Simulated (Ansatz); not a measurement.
Property card for I

I:
```
CELL_PARAMETERS angstrom
      3.87115    -2.31787     0.00000
      3.87115     2.31787     0.00000
      0.00000     0.00000     9.85396
ATOMIC_POSITIONS crystal
  I  0.84442 0.15558 0.87996
  I  0.34442 0.65558 0.62004
  I  0.15558 0.84442 0.12004
  I  0.65558 0.34442 0.37996
```

Space group Cmce (No. 64), molecular I2 type; conventional cell a = 7.742 Å, b = 4.636 Å, c = 9.854 Å, α = 90.00°, β = 90.00°, γ = 90.00°.

Method: r²SCAN (plane waves, PAW; program Ansatz). Geometry: relaxed at this level of theory. Other levels are named where they apply.

Cell and energy:

```json
{
  "volume_per_atom": "44.21 Å³",
  "density": "4.77 g/cm³"
}
```

Electronic structure:

```json
{
  "band_gap": "1.23 eV (indirect)",
  "valence_band_maximum": "at Γ",
  "conduction_band_minimum": "on the Y–F0 line, 26 % of the way from Y (k = 0.458, -0.458, 0.000) (2 equivalent valleys)",
  "smallest_direct_gap_on_the_standard_path": "1.33 eV"
}
```

Mechanics:

```json
{
  "Bulk modulus (Birch–Murnaghan fit)": "7.4 GPa",
  "Pressure derivative B′": "8.7",
  "Elastic constants (relaxed ions, GPa)": "C11 = 10.2, C22 = 17.4, C33 = 33.8, C12 = 2.8, C13 = -0.2, C23 = 16.6, C44 = 21.8, C55 = 2.1, C66 = 4.1",
  "mechanical_stability": "stable (all eigenvalues of C positive)",
  "hill_bulk_and_shear_moduli": "9.3 and 6.2 GPa",
  "Young's modulus": "15.2 GPa",
  "Poisson's ratio": "0.23",
  "debye_temperature_from_the_elastic_constants": "106 K"
}
```

The r²SCAN relaxation kept the symmetry of its start. A crystal of weakly bound molecules computed without a dispersion correction: the cell and the soft elastic constants depend strongly on that. Spin–orbit coupling is left out wherever it is not named.

Potentials: the later of the program's two PAW sets.
